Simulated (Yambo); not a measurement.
Quantum ESPRESSO input (PBEsol, PseudoDojo standard norm-conserving files, scalar-relativistic) whose wavefunctions are converted with p2y:

```
&CONTROL
  calculation = 'nscf'
  pseudo_dir = './pseudo'
  outdir = './out'
/
&SYSTEM
  ibrav = 0
  nat = 2
  ntyp = 2
  ecutwfc = 82.0
  ecutrho = 328.0
  occupations = 'fixed'
  force_symmorphic = .true.
  nbnd = 78
/
&ELECTRONS
  conv_thr = 2e-09
  diago_full_acc = .true.
  diago_thr_init = 1e-08
/
ATOMIC_SPECIES
C 12.0110 C.upf
Si 28.0850 Si.upf
CELL_PARAMETERS angstrom
  0.000000000000   2.178551485000   2.178551485000
  2.178551485000   0.000000000000   2.178551485000
  2.178551485000   2.178551485000   0.000000000000
ATOMIC_POSITIONS crystal
C   0.000000000000   0.000000000000   0.000000000000
Si   0.750000000000   0.750000000000   0.750000000000
K_POINTS automatic
4 4 4 0 0 0
```

Yambo's initialisation report on symmetry, reciprocal space, the k grid and the gaps on this mesh:

```
  [02.02] Symmetries
  ==================

  Inversion symmetry    : yes
  Spatial inversion     : no
  Inversion index       :  25
  K-space Time-reversal : yes
  Magnetic symmetries   : no
  Time-reversal derived K-space symmetries:   25   48
  Group table correct   : yes
  Symmetries units      :  [cc]

  [02.03] Reciprocal space
  ========================

  nG shells         :  190
  nG charge         :  14067
  nG WFs            :  2201
  nC WFs            :  1807
  G-vecs. in first 19 shells:  [ Number ]
     1    9   15   27   51   59   65   89  113
    137   169   181   229   259   283   307   331   339
    387
  ...
  Shell energy in first 19 shells:  [ mHa ]
    0.00000      873.489      1164.65      2329.30      3202.79      3493.96      4658.61      5532.10      5823.26
    6987.91      7861.40      9317.22      10190.7      10481.9      11646.5      12520.0      12811.2      13975.8
    14849.3
  ...

  [02.04] K-grid lattice
  ======================

  Compatible Grid is   : 3D
  Base K vectors       :  K_min[ 1 ]  K_min[ 2 ]  K_min[ 3 ]
  K_min[ 1 ] :  0.250000  0.000000  0.000000 [rlu]
  K_min[ 2 ] :  0.000000  0.000000  0.250000 [rlu]
  K_min[ 3 ] :  0.000000  0.250000  0.000000 [rlu]
  Grid dimensions      :   4   4   4
  K lattice UC volume  :  0.027773 [a.u.]

  IBZ K-points                                      :   8
  BZ  K-points                                      :   64

  K/Q-points units:
  rlu = crystal or reduced units; cc = cartesian coordinates; iku = interal k-units

  K [1]          [rlu]:  0.000000  0.000000  0.000000
         WF components:  1807
  K [2]          [rlu]:  0.000000  0.000000  0.250000
         WF components:  1760
  K [3]          [rlu]:  0.000000  0.000000 -0.500000
         WF components:  1772
  K [4]          [rlu]:  0.000000  0.250000  0.250000
         WF components:  1748
  K [5]          [rlu]:  0.000000  0.250000 -0.500000
         WF components:  1747
  K [6]          [rlu]:  0.000000  0.250000 -0.250000
         WF components:  1750
  K [7]          [rlu]:  0.000000 -0.500000 -0.500000
         WF components:  1724
  K [8]          [rlu]:  0.250000 -0.500000 -0.250000
         WF components:  1744

  [02.05] Energies & Occupations
  ==============================

  [X] === General ===
  [X] Electronic Temperature                        :  0.000000  0.000000 [eV K]
  [X] Bosonic    Temperature                        :  0.000000  0.000000 [eV K]
  [X] Finite Temperature mode                       : no
  [X] El. density                                   :  0.38686E+24 [cm-3]
  [X] Fermi Level                                   :  9.446569 [eV]

  [X] === Gaps and Widths ===
  [X] Conduction Band Min                           :  1.239822 [eV]
  [X] Valence Band Max                              :  0.000000 [eV]
  [X] Filled Bands                                  :   4
  [X] Empty Bands                                   :    5   78
  [X] Direct Gap                                    :  4.458674 [eV]
  [X] Direct Gap localized at k                     :   7
  [X] Indirect Gap                                  :  1.239822 [eV]
  [X] Indirect Gap between kpts                     :   1   7
  [X] Last valence band width                       :  4.757061 [eV]
  [X] 1st conduction band width                     :  4.941775 [eV]
```
The gaps are PBEsol values on this mesh alone; only operations without fractional translations are kept.

Geometry relaxed with PBEsol.
